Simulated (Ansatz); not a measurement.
SnTe:
```
CELL_PARAMETERS angstrom
      0.00000     3.58880     3.58880
      3.58880     0.00000     3.58880
      3.58880     3.58880     0.00000
ATOMIC_POSITIONS crystal
  Te 0.75000 0.75000 0.75000
  Sn 0.00000 0.00000 0.00000
```

Relaxed with HSE06. Special points in fractions of this cell's reciprocal vectors: Γ (0.000, 0.000, 0.000); X (0.500, 0.000, 0.500); U (0.625, 0.250, 0.625); K (0.375, 0.375, 0.750); L (0.500, 0.500, 0.500); W (0.500, 0.250, 0.750).

Q: List the band energies nearest the valence-band maximum at these points for HSE06 in the plane-wave PAW code Ansatz.

A: In eV from the valence-band maximum; about four levels below and three above (degenerate sets whole), none deeper than 8.9 eV; points with the same levels are listed once.

| k | below | above |
|---|---|---|
| Γ | -5.59 -2.35 -2.35 -2.35 | 1.29 1.29 1.29 |
| X | -8.30 -3.68 -3.68 -0.82 | 0.32 4.53 4.53 |
| U | -8.24 -4.12 -3.47 -0.57 | 1.44 3.56 3.72 |
| L | -7.87 -2.94 -2.94 -2.28 | 2.16 2.16 3.97 |
| W | -8.27 -3.99 -3.86 0.00 | 1.73 2.58 3.55 |

Space group F-43m (zinc blende). A made-up cell: these elements were put on the sites of a structure type; the Crystallography Open Database copy checked does not list it. It is not the phase usual at ambient conditions (space group No. 225). The cell was relaxed with HSE06 under the symmetry of its start; whether a distortion lowers the energy is not shown. The hybrid was solved on a coarse mesh, the path and, where they were found, the r²SCAN edge points; its band edges are the extreme levels among these. Spin–orbit coupling is left out wherever it is not named.

Potentials: the later of the program's two PAW sets.
